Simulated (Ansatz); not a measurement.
Cs:
```xyz
1
Lattice="0.0000 3.9562 3.9562 3.9562 0.0000 3.9562 3.9562 3.9562 0.0000" Properties=species:S:1:pos:R:3 pbc="T T T"
Cs     0.0000     0.0000     0.0000
```

Relaxed with r²SCAN. Special points in fractions of this cell's reciprocal vectors: Γ (0.000, 0.000, 0.000); X (0.500, 0.000, 0.500); U (0.625, 0.250, 0.625); K (0.375, 0.375, 0.750); L (0.500, 0.500, 0.500); W (0.500, 0.250, 0.750).

**Question.** List the band energies nearest the Fermi level at these points for r²SCAN in the plane-wave PAW code Ansatz.

**Answer.** In eV from the Fermi level; about four levels below and three above (degenerate sets whole), none deeper than 8.9 eV; points with the same levels are listed once.

```tsv
k	below	above
Γ	-1.75	2.67 2.67 2.67
X	–	0.29 1.15 1.29
U	–	0.62 0.97 1.25
L	–	0.03 0.57 2.50 2.50
W	–	0.73 1.19 1.19
```

Space group Fm-3m (fcc (Cu type)). The first step of the workflow began from a Materials Project structure, measured or hypothetical; the Crystallography Open Database files this formula in space group No. 225, but the cells were not matched. It is not the phase usual at ambient conditions (space group No. 229). The cell was relaxed with r²SCAN under the symmetry of its start; whether a distortion lowers the energy is not shown. Scalar-relativistic: spin–orbit coupling is off unless named, which matters more the heavier the elements.

Potentials: the earlier of the program's two PAW sets.
